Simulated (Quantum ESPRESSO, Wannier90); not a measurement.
**Tight-binding from DFT: ZrN (rock salt)**

```xyz
2
Lattice="0.0000 2.2943 2.2943 2.2943 0.0000 2.2943 2.2943 2.2943 0.0000" Properties=species:S:1:pos:R:3 pbc="T T T"
Zr     2.2943     2.2943     2.2943
N      0.0000     0.0000     0.0000
```

Structure: Materials Project mp-1352, symmetrised, not relaxed again. COD (Crystallography Open Database) has an entry of this formula and space group (matched by these alone). Method: PBEsol plane waves in Quantum ESPRESSO 7.5 (PseudoDojo norm-conserving files, 68 Ry, no spin polarisation, no spin-orbit coupling), Bloch states on a 12×12×12 mesh through Γ, Wannier90 4.0.1. Density: 12×12×12 mesh, cold smearing 0.01 Ry.

Base run: 8 functions from bands 6-22 of the 22 computed, start hydrogen-like Zr: d; N: p, frozen window up to 1.50 eV relative to the Fermi level, outer window open. One setting was then changed (edges relative to the Fermi level; misfit to pw.x on a path, for states up to 1.0 eV relative to the Fermi level).

```tsv
run	Ω_I (Å²)	rms misfit (meV)	worst (meV)
base	10.35	1.8	12
changed	9.83	28	288
```

**Question.** Which change was made?
(A) frozen window to -1.50 eV
(B) no frozen window
(C) frozen window to 0.50 eV
(D) outer window to 9.76 eV
(E) frozen window to 1.00 eV

**Answer.** C, frozen window to 0.50 eV. The others give:

```json
[
 {"run": "frozen window to 1.00 eV", "Ω_I (Å²)": "10.07", "rms misfit (meV)": "6.3", "worst (meV)": "63"},
 {"run": "frozen window to -1.50 eV", "Ω_I (Å²)": "9.14", "rms misfit (meV)": "335", "worst (meV)": "1126"},
 {"run": "no frozen window", "Ω_I (Å²)": "7.24", "rms misfit (meV)": "2106", "worst (meV)": "4351"},
 {"run": "outer window to 9.76 eV", "Ω_I (Å²)": "11.41", "rms misfit (meV)": "0.7", "worst (meV)": "6.0"}
]
```
